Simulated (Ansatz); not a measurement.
A geometry of As away from equilibrium: step 2 of the relaxation of a relaxed As cell, doubled along one cell vector, shaken by Gaussian noise of σ = 0.08 Å a coordinate. Calculation: r2SCAN (plane waves to 500 eV, PAW, scalar-relativistic; Ansatz, an electronic-structure program). Γ-centred k-mesh 7×7×4 on the run's cell (coarser than for final values), Fermi–Dirac smearing 0.05 eV.

```xyz
4
Lattice="0.0157 3.0113 2.9651 3.0071 0.0093 2.9715 6.1134 6.1346 -0.0805" Properties=species:S:1:pos:R:3 pbc="T T T"
As     1.5760     1.5412     1.5571
As     4.6357     4.5600     1.4496
As     0.0032    -0.0497     0.1302
As     3.0639     2.9964     0.0401
```

Task: Predict the force on each atom, in eV/Å.

Result: 
```tsv
atom	Fx	Fy	Fz
As1	-0.09	-0.15	-0.01
As2	-0.15	-0.15	0.10
As3	0.15	0.23	-0.04
As4	0.08	0.07	-0.05
```

Task: What is the pressure?

Result: +0.6 GPa, compression positive.

Task: How much energy per atom can still be gained by relaxing?

Result: 0.42 eV/atom; the path ends in R-3m (No. 166).

No spin polarisation in the result. Without a van der Waals term the distances between weakly bound units are poorly fixed.

Of the parent cell (Fd-3m (No. 227)): it is a generated cell of As: the first start was made by placing the elements on the sites of a structure type, and the end was not matched to a known phase here, so it may be hypothetical. Known forms of As include space group No. 166.

The end of the path is a generated cell of As: the first start was made by placing the elements on the sites of a structure type, and the end was not matched to a known phase here, so it may be hypothetical. A known form of As has the same space group but another cell.
